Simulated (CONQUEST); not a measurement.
CONQUEST run on Tc (Fm-3m, 4 atoms in the cell; from COD 1534910): self-consistent single point.

Method: PBEsol, numerical atomic orbitals double-zeta with polarisation (the shipped basis) contracted to multi-site support functions of range 5.5 bohr, PseudoDojo norm-conserving potentials made for PBEsol (CONQUEST).

```xyz
4
Lattice="3.9000 0.0000 0.0000 0.0000 3.9000 0.0000 0.0000 0.0000 3.9000" Properties=species:S:1:pos:R:3 pbc="T T T"
Tc     0.0000     0.0000     0.0000
Tc     0.0000     1.9500     1.9500
Tc     1.9500     0.0000     1.9500
Tc     1.9500     1.9500     0.0000
```

Reference input (self-consistent single point, DFT, PBEsol, numerical atomic orbitals double-zeta with polarisation (the shipped basis), PseudoDojo norm-conserving potentials made for PBEsol): basis = DZP; Diag.MPMeshX, Y, Z = 4 4 4; potentials = PseudoDojo norm-conserving PBEsol; Grid.GridCutoff = 175 Ha; DM.SolutionMethod = diagon; Diag.SmearingType = 1; Diag.kT = 0.004998 Ha; Diag.GammaCentred = true; Diag.MPOrder = 1; minE.SCTolerance = 1.0e-06; SC.MaxIters = 100; SC.LinearMixingFactor = 0.5. This run's input differs from it in these lines:

```diff
@@ -6,3 +6,2 @@
 IO.Iprint                      2
-General.DistanceUnits          A
 
@@ -12,2 +11,9 @@
 %endblock
+%block Tc
+  Atom.NumberOfSupports    10
+  Atom.MultisiteRange      5.5
+  Atom.LFDRange            5.5
+%endblock
+Basis.MultisiteSF              T
+Multisite.LFD                  T
 
@@ -32,10 +38,10 @@
 # file: coords.dat
-     3.900000000      0.000000000      0.000000000
-     0.000000000      3.900000000      0.000000000
-     0.000000000      0.000000000      3.900000000
+     7.369931886      0.000000000      0.000000000
+     0.000000000      7.369931886      0.000000000
+     0.000000000      0.000000000      7.369931886
 4
     0.000000000     0.000000000     0.000000000  1 T T T
-    0.000000000     1.950000000     1.950000000  1 T T T
-    1.950000000     0.000000000     1.950000000  1 T T T
-    1.950000000     1.950000000     0.000000000  1 T T T
+    0.000000000     3.684965943     3.684965943  1 T T T
+    3.684965943     0.000000000     3.684965943  1 T T T
+    3.684965943     3.684965943     0.000000000  1 T T T
```

Log, with long lists cut:

```
    new_SC_potl: Starting.  Tolerance:  0.10000E-05

    PulayMixSC: Starting Pulay mixing, A_up =  0.500 A_dn =  0.500
    PulayMixSC: Spin non-polarised calculation.
    PulayMixSC: with Kerker preconditioning, q0 =  0.100
    Init_SFcoeff: Time for making initial multi-site SF coeffficients:          90.85219800 ms
          Harris-Foulkes Energy            :      -339.198520230288921 Ha
          GroundState Energy (kT --> 0)    :      -339.198862999624453 Ha
          Free Energy (E-TS)               :      -339.199034384292190 Ha
          DFT Total Energy                 :      -339.151959001825162 Ha
   [... lines left out ...]
    PulayMixSC: Pulay iteration     4 residual:              0.10702E-04
    Init_SFcoeff: Time for making initial multi-site SF coeffficients:          97.57689700 ms
          Harris-Foulkes Energy            :      -339.178470141667049 Ha
          GroundState Energy (kT --> 0)    :      -339.179064476608858 Ha
          Free Energy (E-TS)               :      -339.179361644079790 Ha
          DFT Total Energy                 :      -339.178470137430622 Ha
          Total number of electrons        :        60.000067173875600
    PulayMixSC: Pulay iteration     5 residual:              0.72176E-06
    PulayMixSC: Reached SCF tolerance of  0.72176E-06 after      5 iterations
      | Number of electrons      =        60.000067
      |* band energy as 2Tr[K.H] =       -74.762416580578716 Ha
      |  screened ion-ion energy =      -261.248655791347630 Ha
      |  Ha correction           =         1.631643278948724 Ha
      |  XC correction           =        -4.799026847776089 Ha
      | GS Energy with kT -> 0   =      -339.179064476608858 Ha
      | Free Energy as E-TS      =      -339.179361644079790 Ha
      |* Harris-Foulkes energy   =      -339.178470141667049 Ha
      |* DFT total energy        =      -339.178470137430622 Ha
      |  estimated accuracy      =        -0.000000004236426 Ha

    force: Forces on atoms (Ha/a0)
    force:  Atom   X              Y              Z
   [... lines left out ...]
    force: Maximum force :        0.00000000(Ha/a0) on atom         3 in z direction
   [... lines left out ...]
    force: Force Residual:        0.00000000 Ha/a0
    force: Total stress:          7.68970604     0.00000000     0.00000000 GPa
                             0.00000000     7.68970604    -0.00000000
                             0.00000000    -0.00000000     7.68970604
    force: Average pressure:     -7.68970604 GPa

    force: Finished force
    get_E_and_F: Change in energy during last step of electronic optimisation: -0.52657E-05
```

The run converged in 5 iterations. CONQUEST prints the stress tensor with tension positive. Against the reference run the free energy rises by 245 meV/atom and the pressure goes from -8.43 to -7.69 GPa.

The starting cell comes from an entry of a crystal-structure database; it serves only as a starting point and was not checked for soundness. The program uses no crystal symmetry, so grid and mesh can part values that symmetry would make equal. The atom-centred basis is finite, which shifts total energies and pressures against plane waves. This run is one point of a test of settings, so its values need not be converged; read them against the reference run alone. No clean gap shows at this smearing width and mesh (spacing up to 0.40 Å⁻¹); the mesh is coarse for partly filled bands, so the values carry mesh errors.

Cost on one core: very roughly 90 core-seconds.
